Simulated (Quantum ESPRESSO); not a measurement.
# Planted mistakes on one cell of Ga3MgSP3

Calculated results; nothing here was measured. They come from pw.x of Quantum ESPRESSO 7.5, a plane-wave density functional program, with PseudoDojo standard norm-conserving files (v0.5 for PBE, v0.4.1 for LDA and PBEsol). The cells are made up: elements, strain and atom displacements were drawn at random, and nothing was relaxed. There is no spin polarisation, spin-orbit coupling or dispersion term.

The cell has 8 sites of a zincblende or diamond lattice. Sites 1 to 4 hold Ga Mg Ga Ga; sites 5 to 8 hold S P P P. Cell vectors in Å: (5.365, 0.019, -0.018); (0.019, 5.330, -0.047); (-0.018, -0.047, 5.460). Settings: PBE, cutoff 1143 eV, 4 x 4 x 4 k mesh shifted by half a step, Fermi-Dirac smearing of 0.025 eV.

The intended run has a self-consistency threshold of 1e-07 eV, a smearing term of 0.000 eV, a pressure of 9.70 GPa and 10 iterations. Each further run changes one thing: all lengths scaled by 1.0173; atoms of sites 1 and 7 exchanged; cutoff 854 eV; files of LDA; k mesh 1 x 1 x 1; one electron removed; smearing 0.89 eV; threshold 0.04 eV. A coarse mesh keeps the shift, and a charged cell sits in a uniform background.

```
run  change of free energy (eV)  smearing term -TS (eV)  change of P (GPa)  largest change of a force component (eV/Å)  iterations
  A                      -1.842                  -5.653               2.42                                       0.497          10
  B                       1.159                   0.000             -13.47                                       0.006          10
  C                       7.884                   0.000              -5.51                                       0.118           9
  D                       3.706                  -0.004               1.44                                       0.821          11
  E                       0.007                   0.000               0.47                                       0.114           4
  F                       7.662                   0.000               7.10                                       0.388          11
  G                      -7.111                  -0.008             -12.65                                       0.481          11
  H                      -0.368                   0.000              -4.90                                       0.156          10
```

A rerun of the intended cell at 1437 eV and k mesh 6 x 6 x 6 moved values by no more than 0.007 eV in the cell's energy, 0.02 GPa in stress and 0.003 eV/Å in force.

Question: which change belongs to which run?

## Worked reading

Run E has the fewest iterations, as a run stopped early does. Run A has the largest smearing term, as wide smearing gives. Run B has a higher energy and the largest fall in pressure, as too small a basis gives. Run H changes the volume by a factor of 1.0528; minus its pressure change over the logarithm of that factor, 95 GPa, is a rough bulk modulus with clamped atoms. Energies from files of another functional, or of a charged cell, have another zero and say nothing on stability; the pressure of a charged cell rests on the program's zero of potential too.

## Key

| run | change |
| --- | --- |
| A | smearing 0.89 eV |
| B | cutoff 854 eV |
| C | files of LDA |
| D | atoms of sites 1 and 7 exchanged |
| E | threshold 0.04 eV |
| F | k mesh 1 x 1 x 1 |
| G | one electron removed |
| H | all lengths scaled by 1.0173 |